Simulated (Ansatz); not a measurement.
Starting cell, La2O3 (A-La2O3 type, space group P-3m1):

```
CELL_PARAMETERS angstrom
      3.93527     0.00000     0.00000
     -1.96764     3.40805     0.00000
      0.00000     0.00000     6.12627
ATOMIC_POSITIONS crystal
  La 0.33333 0.66667 0.24614
  La 0.66667 0.33333 0.75386
  O  0.00000 0.00000 0.00000
  O  0.33333 0.66667 0.64612
  O  0.66667 0.33333 0.35388
```

In this cell atom 1 (La, nearest neighbour O at 2.366 Å; its periodic images, 3.9 Å or more away, move with it) is moved by u·(1.000, 0.000, 0.000) + v·(0.000, 0.000, 1.000); the rest is frozen.

Computed with r2SCAN (plane waves to 500 eV, PAW, scalar-relativistic; Ansatz, a program for electronic structure). k mesh 8×8×5 (Γ-centred), Fermi-Dirac smearing 0.05 eV. Energies are smeared free energies. Points where atoms come too close for the PAW data are left out (x in tables, blank in figures). Fu and Fv are the components of the force on the atom. La2O3 is run without spin polarisation. La2O3 was relaxed with its symmetry unable to fall. ΔE is measured from the undisplaced structure. Axes are in Å.

ΔE (eV/cell), with u across and v down:

```
v \ u   -0.350  -0.175  0.000  0.175  0.350
------  ------  ------  -----  -----  -----
-0.350   0.911   0.716  0.661  0.716  0.911
-0.175   0.485   0.248  0.178  0.248  0.485
0.000    0.406   0.094  0.000  0.094  0.406
0.175        x   0.337  0.214  0.337      x
0.350        x   1.110  0.966  1.110      x
```

Fv (eV/Å), with u across and v down:

| v \ u | -0.350 | -0.175 | 0.000 | 0.175 | 0.350 |
|---|---|---|---|---|---|
| -0.350 | 3.34 | 3.47 | 3.51 | 3.47 | 3.34 |
| -0.175 | 1.49 | 1.84 | 1.95 | 1.84 | 1.49 |
| 0.000 | -0.64 | -0.16 | 0.00 | -0.16 | -0.64 |
| 0.175 | x | -2.74 | -2.58 | -2.74 | x |
| 0.350 | x | -6.31 | -6.23 | -6.31 | x |

Derived quantities:

Lowest place on the grid: u = 0.000 Å, v = 0.000 Å (0 meV/cell).

(A displaced cell: forces are minus the slopes of the energy, force constants its curvatures, and phonons follow from these.)
